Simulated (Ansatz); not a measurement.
Question: Bulk modulus by a P(V) fit from PBE minus that from r²SCAN (% of the latter), each on its own relaxed cell (Ansatz, a program for electronic structure, plane waves, PAW; no spin–orbit coupling, no Hubbard U), over 123 phases of the class «intermetallics»: what sign and size do you expect?

Answer: Mean -9 %, median -9 %, mean absolute 9 %; eight in ten lie between -14 and -5 %, and 4 % are above zero.

Some cases that may be named, with their rank among the 123 from the lowest: InPd, CsCl type -16 % (rank 7); ZnCu, CsCl type -15 % (rank 12); Al2Pt, fluorite or antifluorite type -9 % (rank 61); TiPt3, Cu3Au type -9 % (rank 62); TiAl, L1₀ or tetragonal B2 -6 % (rank 96); Nb3Sn, A15 (Cr3Si type) -5 % (rank 110).

The phases are those computed here (of each formula those with measured values and the lowest at some level), not a balanced benchmark, and neither functional is the truth. Pairs that end in unlike spin orders or unlike minima (c/a over 6 % apart, 30 % for weakly bound crystals), magnets with 4f shells, solids of gases and phases set aside for tests are left out.

10 of the phases carry moments, in the orders computed and without U. 1 relaxed far from the usual cell at some level.

All cells were relaxed under the symmetry of their starts (and spin orders); stability against distortions was not tested throughout. Named crystals with no word on spin ran without spin polarisation. Scalar-relativistic: spin–orbit coupling is off unless named, which matters more the heavier the elements.

Potentials: the later of the program's two PAW sets.

Ansatz is a plane-wave DFT program.
